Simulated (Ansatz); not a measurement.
# BiMo under compression and expansion

```cif
data_structure
_symmetry_space_group_name_H-M 'F-43m'
_symmetry_Int_Tables_number 216
_cell_length_a 6.3155
_cell_length_b 6.3155
_cell_length_c 6.3155
_cell_angle_alpha 90.000
_cell_angle_beta 90.000
_cell_angle_gamma 90.000
_cell_volume 251.90
loop_
_atom_site_label
_atom_site_type_symbol
_atom_site_symmetry_multiplicity
_atom_site_Wyckoff_symbol
_atom_site_fract_x
_atom_site_fract_y
_atom_site_fract_z
_atom_site_occupancy
Mo1 Mo 4 a 0.00000 0.00000 0.00000 1
Bi1 Bi 4 d 0.25000 0.25000 0.75000 1
```

The runs use the primitive cell with vectors (0.000, 3.158, 3.158), (3.158, 0.000, 3.158), (3.158, 3.158, 0.000) Å, to which the k mesh refers.

The cell was built from the zincblende type and relaxed in the same program, and has space group F-43m; it needn't be a known or the stable phase.

Spin polarisation is left out, and whether a magnetic state lies lower isn't shown here.

Spin–orbit coupling is left out, though it moves levels of the heavy atoms by tenths of an eV or more.

Methods: DFT, PBE, all-electron LAPW, scalar-relativistic (Ansatz 0.2.0); DFT, PBE, PAW with Ansatz's default frozen-core files, scalar-relativistic (Ansatz 0.2.0).

For LAPW: a Γ-centred 11×11×11 k mesh, Fermi–Dirac smearing of 0.08 eV, basis error target 0.5 meV/atom, no spin polarisation. PAW takes a cutoff of 420 eV at this cell. The Ansatz runs share mesh, smearing and spin set-up. Plane-wave (PAW) pressures include the program's estimate of the Pulay term.

The cell above is scaled evenly, with fractional coordinates and shape held.

```tsv
V/V(cell)	V (Å³/atom)	P, LAPW (GPa)	P, PAW (GPa)
0.9600	30.228	2.94	2.94
0.9800	30.858	1.39	1.39
1.0000	31.487	0.01	0.00
1.0200	32.117	-1.23	-1.24
1.0400	32.747	-2.33	-2.34
```

Question: What do Birch–Murnaghan fits to the pressures give?

Answer: LAPW: V0 = 31.49 Å³/atom, B0 = 65 GPa, B0′ = 4.6; PAW: V0 = 31.49 Å³/atom, B0 = 65 GPa, B0′ = 4.6.

PAW's V0 lies -0.01 % from the all-electron value and its B0 0.1 %. Symmetry fixes shape and coordinates here, so this is the relaxed modulus.
